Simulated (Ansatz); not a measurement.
# Eigenvalues along a path: La (sc type)

```xyz
1
Lattice="3.0663 0.0000 0.0000 0.0000 3.0663 0.0000 0.0000 0.0000 3.0663" Properties=species:S:1:pos:R:3 pbc="T T T"
La    0.0000    0.0000    0.0000
```

The cell comes from a relaxation on PAW files under the same functional, begun from a prototype that needn't be the stable phase.

Computed with Ansatz 0.2.0; functional LDA, scalar-relativistic. Settings: a Γ-centred 13×13×13 k mesh, Fermi–Dirac smearing of 0.05 eV, no spin polarisation. Methods: LAPW: all electrons, basis error target 1 meV/atom.

This run: volume at 0.9 of the series' base cell.

Spin–orbit coupling is left out, which matters for the heavy atoms.

Path points, in fractions of the reciprocal vectors: Γ (0.000, 0.000, 0.000), X (0.000, 0.500, 0.000), M (0.500, 0.500, 0.000), R (0.500, 0.500, 0.500). The distance column jumps between branches of the path. Levels in eV from the Fermi level; bands 11 to 17, counted from the lowest band of the run. The gap is zero, the pressure 3.89 GPa.

```
# k(1/Å) point b11 b12 b13 b14 b15 b16 b17
0.000 Γ -14.91 -14.91 -14.91 -2.51 -1.57 -1.57 2.24
0.128 - -15.08 -14.89 -14.89 -2.39 -1.54 -1.37 2.22
0.256 - -15.53 -14.85 -14.85 -2.13 -1.45 -0.72 2.16
0.384 - -16.15 -14.79 -14.79 -1.84 -1.30 0.32 2.07
0.512 - -16.81 -14.72 -14.72 -1.51 -1.12 1.49 1.94
0.640 - -17.42 -14.64 -14.64 -1.13 -0.90 1.79 1.84
0.768 - -17.89 -14.58 -14.58 -0.72 -0.70 1.53 1.63
0.896 - -18.20 -14.53 -14.53 -0.53 -0.31 1.18 1.50
1.025 X -18.30 -14.52 -14.52 -0.47 -0.11 0.98 1.45
1.153 - -18.28 -14.67 -14.50 -0.37 0.09 0.79 1.40
1.281 - -18.23 -15.09 -14.46 -0.22 0.15 0.75 1.37
1.409 - -18.14 -15.67 -14.41 -0.72 -0.05 1.39 1.64
1.537 - -18.03 -16.30 -14.34 -1.59 0.16 1.44 2.10
1.665 - -17.92 -16.87 -14.27 -2.34 0.40 1.48 2.03
1.793 - -17.82 -17.33 -14.21 -2.91 0.66 1.52 1.86
1.921 - -17.75 -17.62 -14.16 -3.27 0.91 1.55 1.67
2.049 M -17.73 -17.73 -14.15 -3.39 1.04 1.56 1.56
2.230 - -17.65 -17.64 -14.18 -3.15 0.80 1.59 1.71
2.411 - -17.44 -17.40 -14.26 -2.46 0.35 1.67 1.93
2.592 - -17.08 -17.02 -14.39 -1.45 -0.13 1.76 2.09
2.774 - -16.60 -16.52 -14.53 -0.90 -0.08 1.55 2.07
2.955 - -16.05 -15.97 -14.68 -1.29 0.11 0.63 1.77
3.136 - -15.50 -15.45 -14.80 -1.74 -0.80 -0.47 2.06
3.317 - -15.07 -15.06 -14.88 -2.25 -1.42 -1.28 2.21
3.498 Γ -14.91 -14.91 -14.91 -2.51 -1.57 -1.57 2.24
3.720 - -15.07 -15.04 -15.04 -2.10 -1.25 -1.25 2.21
3.942 - -15.46 -15.39 -15.39 -1.06 -0.37 -0.37 2.05
4.163 - -15.94 -15.84 -15.84 -0.18 0.75 0.75 1.67
4.385 - -16.39 -16.29 -16.29 -0.51 0.86 0.86 1.73
4.607 - -16.76 -16.68 -16.68 -1.20 -0.05 -0.05 2.15
4.829 - -17.01 -16.97 -16.97 -1.64 -0.91 -0.91 1.88
5.051 - -17.16 -17.15 -17.15 -1.74 -1.50 -1.50 1.34
5.273 R -17.21 -17.21 -17.21 -1.70 -1.70 -1.70 1.05
5.454 - -17.25 -17.14 -17.13 -1.77 -1.61 -1.47 1.25
5.635 - -17.37 -16.92 -16.90 -1.86 -1.34 -0.82 1.67
5.816 - -17.55 -16.56 -16.52 -1.79 -0.92 0.12 2.05
5.997 - -17.77 -16.10 -16.05 -1.46 -0.36 1.09 1.93
6.178 - -17.97 -15.56 -15.52 -0.87 0.27 1.35 1.67
6.359 - -18.15 -15.05 -15.02 -0.09 0.51 0.86 1.05
6.540 - -18.26 -14.66 -14.65 -0.20 0.21 0.67 1.29
6.721 X -18.30 -14.52 -14.52 -0.47 -0.11 0.98 1.45
8.170 R -17.21 -17.21 -17.21 -1.70 -1.70 -1.70 1.05
8.298 - -17.23 -17.23 -17.11 -1.81 -1.58 -1.58 1.16
8.427 - -17.29 -17.29 -16.83 -2.08 -1.25 -1.25 1.40
8.555 - -17.38 -17.38 -16.38 -2.41 -0.72 -0.72 1.69
8.683 - -17.48 -17.48 -15.83 -2.73 -0.06 -0.06 1.95
8.811 - -17.58 -17.58 -15.24 -3.01 0.63 0.63 2.15
8.939 - -17.66 -17.66 -14.69 -3.22 1.18 1.18 1.76
9.067 - -17.71 -17.71 -14.29 -3.35 1.26 1.48 1.48
9.195 M -17.73 -17.73 -14.15 -3.39 1.04 1.56 1.56
```
